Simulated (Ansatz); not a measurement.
Relaxed-ion elastic tensor of Sr (bcc (W type), Im-3m) in GPa (Voigt order), LDA (plane waves, PAW; program Ansatz); density 3.05 g/cm³, 47.77 Å³ per atom.

```tsv
	1	2	3	4	5	6
1	16.6	12.3	12.3	0.0	0.0	0.0
2	12.3	16.6	12.3	0.0	0.0	0.0
3	12.3	12.3	16.6	0.0	0.0	0.0
4	0.0	0.0	0.0	16.0	0.0	0.0
5	0.0	0.0	0.0	0.0	16.0	0.0
6	0.0	0.0	0.0	0.0	0.0	16.0
```

Problem. Is the crystal mechanically stable?

Solution. Yes: the smallest eigenvalue of C is 4.3 GPa.

Problem. Work out the Voigt, Reuss and Hill averages.

Solution. K_V = 13.7, K_R = 13.7, K_H = 13.7; G_V = 10.5, G_R = 4.5, G_H = 7.5 GPa.

Problem. Give Young's modulus, Poisson's ratio, Pugh's ratio and the universal anisotropy index.

Solution. E = 9KG/(3K + G) = 19.0 GPa; ν = 0.27; K/G = 1.83 (near the Pugh limit of 1.75, no verdict); A_U = 5G_V/G_R + K_V/K_R − 6 = 6.67.

Problem. Estimate the sound speeds and the Debye temperature.

Solution. v_l = √((K + 4G/3)/ρ) = 2790 m/s, v_t = √(G/ρ) = 1570 m/s, mean 1740 m/s; Θ = (h/k)(3n/4πV)^(1/3) v_m = 143 K.

Problem. Give the Zener ratio and Young's modulus along [100], [110] and [111].

Solution. A = 2C44/(C11 − C12) = 7.42; 1/E = S11 − 2(S11 − S12 − S44/2)Γ with Γ = 0, 1/4, 1/3 gives 6.2, 16.1, 34.6 GPa.

Problem. Solve the Christoffel equation for the three sound speeds along [100], [110], [111].

Solution. Eigenvalues of C_ijkl n_j n_l equal ρv². In km/s, slowest first: [100] 2.29, 2.29, 2.34; [110] 0.84, 2.29, 3.16; [111] 1.49, 1.49, 3.40.

This is a known high-temperature phase of the composition, computed here at zero pressure and temperature. The cell was relaxed with LDA under the symmetry of its start; whether a distortion lowers the energy is not shown. The volume lies over 15 % below that of the usual cell of this phase: another minimum, or an error of the functional. As this level gives no gap, shear constants depend on the k-mesh and smearing (Fermi–Dirac, 0.1 eV here).

Potentials: the later of the program's two PAW sets.
